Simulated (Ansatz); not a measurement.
## Notes on Re₂Ni₂Sn

```
Ni Re Sn
1.0
     0.00000    3.87220    0.00000
     3.87220    0.00000    0.00000
     1.93610    1.93610   -4.69675
Ni Re Sn
2 2 1
Direct
  0.25000 0.75000 0.50000
  0.75000 0.25000 0.50000
  0.37110 0.37110 0.25780
  0.62890 0.62890 0.74220
  0.00000 0.00000 0.00000
```

Level: PBE, no spin polarisation; 420 eV; 9×9×9 Γ-centred mesh; fermi-dirac occupations (width 0.1 eV); Ansatz 0.2.0, fixed geometry.

Problem. Is there a gap?

Solution. It is a metal, with about 4.3 states/eV a cell as the mean within 0.25 eV of the Fermi level, mostly Re d (57 %) and Ni d (27 %).

Problem. What does the stress say?

Solution. The pressure is 41.1 GPa (compression positive), so with the atoms held at these fractions the cell would first expand; the forces are large, so a full relaxation may end otherwise. The principal stresses 37.2, 43.1, 43.1 GPa differ, so its shape would change too.

Problem. Give the Bader charges.

Solution. Bader charges in e: Re -0.01, Ni -0.32, Sn +0.66. In the mean Sn gives up most and Ni takes most.

Problem. Where is the largest force?

Solution. The largest is on Re3 (and as large on other atoms): 4.83 eV/Å, components (0.00, 0.00, 4.83). It makes 120° with the line to a nearest neighbour, Ni1 at 2.25 Å.

Origin: a known structure type with other elements, at an estimated volume, so it need not be a known compound. Caveats: no spin polarisation, so a magnetic state may lie lower; atoms or cell far from equilibrium.
